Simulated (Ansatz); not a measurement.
# CaCr₂IrO₆ single point

input.yaml (Ansatz 0.2.0)

```yaml
crystal:
  lattice:
    - [0.0, 3.747039, 3.747039]
    - [3.747039, 0.0, 3.747039]
    - [3.747039, 3.747039, 0.0]
  atoms:
    - { symbol: Ir, position: [0.5, 0.5, 0.5] }
    - { symbol: O, position: [0.7326, 0.2674, 0.2674] }
    - { symbol: O, position: [0.2674, 0.7326, 0.2674] }
    - { symbol: O, position: [0.2674, 0.7326, 0.7326] }
    - { symbol: O, position: [0.7326, 0.2674, 0.7326] }
    - { symbol: O, position: [0.2674, 0.2674, 0.7326] }
    - { symbol: O, position: [0.7326, 0.7326, 0.2674] }
    - { symbol: Cr, position: [0.25, 0.25, 0.25] }
    - { symbol: Cr, position: [0.75, 0.75, 0.75] }
    - { symbol: Ca, position: [0.0, 0.0, 0.0] }
  symmetry: { tolerance: 0.0003 }
kpoints:
  mp_grid: { grid: [8, 8, 8], shift: [0, 0, 0] }
  band_path:
    path:
      - [0.0, 0.0, 0.0]
      - [0.5, 0.0, 0.5]
      - [0.625, 0.25, 0.625]
      - [0.375, 0.375, 0.75]
      - [0.0, 0.0, 0.0]
      - [0.5, 0.5, 0.5]
      - [0.5, 0.25, 0.75]
      - [0.5, 0.0, 0.5]
    npoints: 8
magnetization:
  spin_polarized: false
scf:
  occupations: { method: fermi_dirac, width: 0.046 }
  lower_state_search: "off"
  max_iter: 200
hamiltonian:
  pseudopotentials: { kind: paw }
  xc: r2scan
basis:
  ecutwfc: 500
  fft_grid_basis: typed
output:
  forces: true
  stress: true
  eigenvalues: true
  bader: true
  populations: true
  elf: true
  write_potential: true
  volumetric_format: npy
  dos:
    e_range: [-12, 8]
    de: 0.05
    projected: { site_lists: { Ca: [Ca], Cr: [Cr], Ir: [Ir], O: [O] } }
checkpoint:
  read: saved_state
```

The run starts from an earlier solution of this cell. 

Excerpt of what it printed:

```
Pseudopotentials: kind: paw
Pseudopotential: Ir, paw, valence charge 17, recommended cutoff 500 eV (meta_gga), Ir.paw.azcp
Pseudopotential: O, paw, valence charge 6, recommended cutoff 500 eV (meta_gga), O.paw.azcp
Pseudopotential: Cr, paw, valence charge 14, recommended cutoff 500 eV (meta_gga), Cr.paw.azcp
Pseudopotential: Ca, paw, valence charge 10, recommended cutoff 500 eV (meta_gga), Ca.paw.azcp
Functional definition: r2SCAN
  exchange = r2scan_x(k0 = k0, k1 = k1, a1 = a1)
  correlation = r2scan_c
Crystal: 10 atoms, lattice volume = 105.219 Å³
Basis set: ecut = 500 eV, 2685 PW (Γ), exchange–correlation on 160×160×160 points (64 copies of the dense FFT grid, shifted against one another)
Bands: 56, of which v1, the nominal top of the filled ones, is band 46 counted from 1 (45 counted from 0)
Symmetry: 48 space group operations
Space group: Fm-3m (ITA 225), of the structure as read, at distance tolerance 1.4e-3 Å
k-points: 29 of 512
Initial density: read from a saved state, or passed on in memory by an earlier SCF of this step, an earlier step, the calling program or the single point that the run made first
Functional: x = r2scan, c = r2scan; τ floored in thin density (d = 2e-4 eV/Å³)
SCF iter   1: F=-23931.1335 eV  Δρ=8.16e-3  dr2=6.75e-3  dr2_τ=4.55e-2
SCF iter   2: F=-23931.1455 eV  Δρ=4.43e-3  dr2=2.53e-3  dr2_τ=8.95e-3
SCF iter   3: F=-23931.1342 eV  Δρ=3.36e-3  dr2=1.44e-2  dr2_τ=1.87e-3  recentre
SCF iter   4: F=-23931.1458 eV  Δρ=1.22e-3  dr2=1.73e-3  dr2_τ=2.54e-4
SCF iter   5: F=-23931.1472 eV  Δρ=3.13e-4  dr2=1.11e-4  dr2_τ=1.30e-5
SCF iter   6: F=-23931.1472 eV  Δρ=1.74e-4  dr2=5.64e-5  dr2_τ=4.45e-6
SCF iter   7: F=-23931.1473 eV  Δρ=1.33e-4  dr2=3.03e-5  dr2_τ=4.79e-7
SCF iter   8: F=-23931.1473 eV  Δρ=3.86e-5  dr2=2.67e-6  dr2_τ=5.59e-8
SCF iter   9: F=-23931.1473 eV  Δρ=3.83e-6  dr2=1.22e-8  dr2_τ=1.53e-9
Free energy (F): -23931.1473 eV
Harris-Foulkes:  -23931.1473 eV  (|F-HF|=3.12e-9)
Internal energy: -23931.0834 eV  (E = F + TS)
E sigma→0 (E₀):  -23931.1153 eV
Entropy (-TS):   -0.0639 eV (-6.390 meV/atom)
Fermi energy:    13.0186 eV
--- Per-component energies (eV) ---
  E_band       = -821.2467
  E_kinetic    = 2679.7660
  E_local      = -7261.9825  (includes V_loc(G=0)·N_el)
  E_nonlocal   = 597.4355
  E_hartree    = 2826.2154
  E_xc         = -1107.8905
  E_vxc        = -1559.9920  (∫ρ·V_xc dr)
  E_paw        = -13487.5616  (= ΣΔE_a)
  E_vpaw       = -1025.7417  (= ΣTr[D̂ρ^β])
  E_aug_tail   = 0.0067  (compensation charges beyond the density's cutoff)
  E_vtau       = 96.8319  (kinetic-family band-sum trace: ∫τ·v_τ [+ j·A + Jᵃ·Aᵃ] dr)
  E_ewald      = -8175.7985
  E_core_change = -1.2739  (= ΣΔE_core)
  E_smearing   = -0.0639  (= −TS)
--- Forces (eV/Å), atoms counted from 1 ---
  atom   1  Ir     0.0000     0.0000     0.0000
  atom   2  O     -4.1283     0.0000     0.0000
  atom   3  O      0.0000    -4.1283     0.0000
  atom   4  O      4.1283     0.0000     0.0000
  atom   5  O      0.0000     4.1283     0.0000
  atom   6  O      0.0000     0.0000    -4.1283
  atom   7  O      0.0000     0.0000     4.1283
  atom   8  Cr     0.0000     0.0000     0.0000
  atom   9  Cr     0.0000     0.0000     0.0000
  atom  10  Ca     0.0000     0.0000     0.0000
--- Stress (GPa, compression-positive) ---
       49.8172       0.0000       0.0000
        0.0000      49.8172       0.0000
        0.0000       0.0000      49.8172
  P = ⅓ Tr σ = 49.8172 GPa (498.172 kbar)
--- Löwdin populations: 10 sites ---
  site symbol       q [e]
     0     Ir     14.9635
     1      O      6.8410
     2      O      6.8410
     3      O      6.8410
     4      O      6.8410
     5      O      6.8410
     6      O      6.8410
     7     Cr     13.0203
     8     Cr     13.0203
     9     Ca      8.2730
  spilling = 0.0074 (of n_electrons = 91.0000)
--- Bader charges: 10 sites ---
  site symbol  charge [e]  shift [e]
     0     Ir      2.5899     0.0265
     1      O     -1.1430     0.0050
     2      O     -1.1430     0.0050
     3      O     -1.1430     0.0050
     4      O     -1.1430     0.0050
     5      O     -1.1430     0.0050
     6      O     -1.1430     0.0050
     7     Cr      1.3991     0.0015
     8     Cr      1.3991     0.0015
     9     Ca      1.4699     0.0007
```

Total energies depend on the potentials used, so only differences within one code and one set of settings carry meaning.

Origin: a known structure type with other elements, at an estimated volume, so it need not be a known compound. Caveats: no spin polarisation, so a magnetic state may lie lower; atoms or cell far from equilibrium.
